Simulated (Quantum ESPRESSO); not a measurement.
## Li4RhHf2Au (input and log of a self-consistent run)

Computed values, not a measurement. The program is pw.x of Quantum ESPRESSO 7.5 (plane-wave density functional theory). The cell is made up: eight metal atoms on a hexagonal close-packed lattice, with elements, volume, strain and displacements drawn at random and not relaxed, so it may be unstable or far from any real phase. PseudoDojo standard norm-conserving files set the functional (PBE unless stated); there is no spin polarisation or spin-orbit coupling, the Fermi-Dirac width of 0.25 eV means electrons at about 2900 K, and the masses in the input are unused placeholders. Heavy elements are run without spin-orbit coupling, which real alloys of them have. A spin test at this wide smearing found no moment, but such smearing suppresses magnetism that the real alloy may have.

Input:

```
&control calculation='scf', pseudo_dir='./dojo.nc.sr.pbe.v0_5.standard.upf', outdir='./o', disk_io='minimal', tprnfor=.true., tstress=.true. /
&system ibrav=0, nat=8, ntyp=4, nbnd=48, ecutwfc=87.97787729, nosym=.true., tot_charge=0,
 occupations='smearing', smearing='fd', degauss=0.0183746611
/
&electrons conv_thr=1.470e-08, electron_maxstep=70, mixing_beta=0.5 /
ATOMIC_SPECIES
Au 1.0 Au.upf
Hf 1.0 Hf.upf
Li 1.0 Li.upf
Rh 1.0 Rh.upf
CELL_PARAMETERS angstrom
3.0703 0.0 0.0
0.0 5.318 0.0
0.0 0.0 9.9205
ATOMIC_POSITIONS angstrom
Li -0.1291 -0.0034 -0.0296
Rh -0.1253 0.1065 4.8535
Hf -0.0053 1.8024 2.5262
Li 0.1391 1.7714 7.3562
Li 1.466 2.8641 -0.0018
Hf 1.5831 2.466 4.9313
Au 1.6461 4.3359 2.5533
Li 1.6126 4.4314 7.2746
K_POINTS automatic
8 5 3 1 1 1
```

The log is shortened where brackets say so; the opening notice, blank lines, dates and the lines on written files are dropped, and the path of the files is cut. It prints rydbergs, bohrs and kilobars, and counts compression as positive stress. Its total energy is the free energy E - TS of the whole cell.

```
     Program PWSCF v.7.5
     Parallel version (MPI & OpenMP), running on       4 processor cores
     Number of MPI processes:                 4
     Threads/MPI process:                     1
     [start-up lines left out]
     bravais-lattice index     =            0
     lattice parameter (alat)  =       5.8020  a.u.
     unit-cell volume          =    1093.0985 (a.u.)^3
     number of atoms/cell      =            8
     number of atomic types    =            4
     number of electrons       =        72.00
     number of Kohn-Sham states=           48
     kinetic-energy cutoff     =      87.9779  Ry
     charge density cutoff     =     351.9115  Ry
     scf convergence threshold =      1.5E-08
     mixing beta               =       0.5000
     number of iterations used =            8  plain     mixing
     Exchange-correlation= PBE
                           (   1   4   3   4   0   0   0)
     [axes and pseudopotential details left out]
   Cartesian axes
     site n.     atom                  positions (alat units)
         1        Li     tau(   1) = (  -0.0420480  -0.0011074  -0.0096408  )
         2        Rh     tau(   2) = (  -0.0408103   0.0346872   1.5807902  )
         3        Hf     tau(   3) = (  -0.0017262   0.5870436   0.8227860  )
         4        Li     tau(   4) = (   0.0453050   0.5769469   2.3959222  )
         5        Li     tau(   5) = (   0.4774778   0.9328404  -0.0005863  )
         6        Hf     tau(   6) = (   0.5156174   0.8031788   1.6061297  )
         7        Au     tau(   7) = (   0.5361365   1.4122073   0.8316125  )
         8        Li     tau(   8) = (   0.5252255   1.4433117   2.3693450  )
     number of k points=    60  Fermi-Dirac smearing, width (Ry)=  0.0184
                       cart. coord. in units 2pi/alat
        k(    1) = (   0.0625000   0.0577341   0.0515817), wk =   0.0333333
        k(    2) = (   0.0625000   0.0577341  -0.1547452), wk =   0.0333333
     [further k points left out]
     Dense  grid:   121845 G-vectors     FFT dimensions: (  36,  64, 120)
     Estimated max dynamical RAM per process >     351.21 MB
     Estimated total dynamical RAM >       1.28 GB
     Initial potential from superposition of free atoms
     starting charge      71.9773, renormalised to      72.0000
     Starting wfcs are   48 randomized atomic wfcs
     total cpu time spent up to now is        5.5 secs
     per-process dynamical memory:   276.7 Mb
     Self-consistent Calculation
     iteration #  1     ecut=    87.98 Ry     beta= 0.50
     Davidson diagonalization with overlap
     ethr =  1.00E-02,  avg # of iterations =  5.1
     total cpu time spent up to now is       19.8 secs
     total energy              =    -813.49159918 Ry
     estimated scf accuracy    <       1.49911794 Ry
     iteration #  2     ecut=    87.98 Ry     beta= 0.50
     Davidson diagonalization with overlap
     ethr =  2.08E-03,  avg # of iterations =  3.4
     total cpu time spent up to now is       33.3 secs
     total energy              =    -813.24703155 Ry
     estimated scf accuracy    <      11.74107420 Ry
     iteration #  3     ecut=    87.98 Ry     beta= 0.50
     Davidson diagonalization with overlap
     ethr =  2.08E-03,  avg # of iterations =  3.5
     total cpu time spent up to now is       45.4 secs
     total energy              =    -814.14529344 Ry
     estimated scf accuracy    <       2.15778179 Ry
     iteration #  4     ecut=    87.98 Ry     beta= 0.50
     Davidson diagonalization with overlap
     ethr =  2.08E-03,  avg # of iterations =  1.5
     total cpu time spent up to now is       55.6 secs
     total energy              =    -814.29010347 Ry
     estimated scf accuracy    <       0.75824393 Ry
     iteration #  5     ecut=    87.98 Ry     beta= 0.50
     Davidson diagonalization with overlap
     ethr =  1.05E-03,  avg # of iterations =  1.0
     total cpu time spent up to now is       64.9 secs
     total energy              =    -814.33217402 Ry
     estimated scf accuracy    <       0.14495314 Ry
     [iterations 6 to 10 left out]
     iteration # 11     ecut=    87.98 Ry     beta= 0.50
     Davidson diagonalization with overlap
     ethr =  2.45E-08,  avg # of iterations =  2.1
     total cpu time spent up to now is      133.5 secs
     total energy              =    -814.34512383 Ry
     estimated scf accuracy    <       0.00000199 Ry
     iteration # 12     ecut=    87.98 Ry     beta= 0.50
     Davidson diagonalization with overlap
     ethr =  2.76E-09,  avg # of iterations =  2.3
     total cpu time spent up to now is      144.0 secs
     total energy              =    -814.34512400 Ry
     estimated scf accuracy    <       0.00000007 Ry
     iteration # 13     ecut=    87.98 Ry     beta= 0.50
     Davidson diagonalization with overlap
     ethr =  9.88E-11,  avg # of iterations =  4.5
     total cpu time spent up to now is      156.8 secs
     total energy              =    -814.34512400 Ry
     estimated scf accuracy    <       0.00000009 Ry
     iteration # 14     ecut=    87.98 Ry     beta= 0.50
     Davidson diagonalization with overlap
     ethr =  9.88E-11,  avg # of iterations =  2.0
     total cpu time spent up to now is      167.3 secs
     total energy              =    -814.34512401 Ry
     estimated scf accuracy    <       0.00000014 Ry
     iteration # 15     ecut=    87.98 Ry     beta= 0.50
     Davidson diagonalization with overlap
     ethr =  9.88E-11,  avg # of iterations =  1.0
     total cpu time spent up to now is      176.7 secs
     End of self-consistent calculation
     [lines on levels left out]
!    total energy              =    -814.34512401 Ry
     estimated scf accuracy    <          3.7E-09 Ry
     smearing contrib. (-TS)   =      -0.08307393 Ry
     internal energy E=F+TS    =    -814.26205008 Ry
     The total energy is F=E-TS. E is the sum of the following terms:
     one-electron contribution =    -792.57180730 Ry
     hartree contribution      =     403.69300287 Ry
     xc contribution           =    -160.09982413 Ry
     ewald contribution        =    -265.28342153 Ry
     convergence has been achieved in  15 iterations
     Forces acting on atoms (cartesian axes, Ry/au):
     atom    1 type  3   force =     0.00126875    0.00366997    0.01499052
     atom    2 type  4   force =     0.00657507    0.01730103   -0.00954702
     atom    3 type  2   force =     0.00757980   -0.03379379   -0.00151220
     atom    4 type  3   force =    -0.00393749   -0.01014149    0.01181931
     atom    5 type  3   force =     0.00068695   -0.00377329   -0.00123179
     atom    6 type  2   force =    -0.00328234    0.01113249    0.00844180
     atom    7 type  1   force =    -0.00788300    0.00632847   -0.00929126
     atom    8 type  3   force =    -0.00100773    0.00927660   -0.01366936
     Total force =     0.053084     Total SCF correction =     0.000229
     Computing stress (Cartesian axis) and pressure
          total   stress  (Ry/bohr**3)                   (kbar)     P=      -41.52
  -0.00017636   0.00001597  -0.00002053          -25.94        2.35       -3.02
   0.00001597  -0.00058149   0.00009341            2.35      -85.54       13.74
  -0.00002053   0.00009341  -0.00008888           -3.02       13.74      -13.07
     init_run     :      5.13s CPU      5.34s WALL (       1 calls)
     electrons    :    169.61s CPU    171.22s WALL (       1 calls)
     forces       :      1.85s CPU      1.87s WALL (       1 calls)
     stress       :      6.49s CPU      6.49s WALL (       1 calls)
     [timing details left out]
     PWSCF        :   3m 3.28s CPU   3m 5.19s WALL
     JOB DONE.
```

In other units: free energy -11079.730 eV for the cell, pressure -4.15 GPa, largest force component 0.869 eV/Å in size. The run took 187 s of wall time with four MPI processes on a shared machine (Intel Xeon, 2023 or later, virtual cores), so the time is rough. A rerun of this cell at a higher cutoff and on a denser mesh moved values by no more than 0.007 eV in energy, 0.04 GPa in stress and 0.003 eV/Å in force, and a second program with other atomic files agreed on that cell to 2 % rms in force and 0.5 GPa in pressure.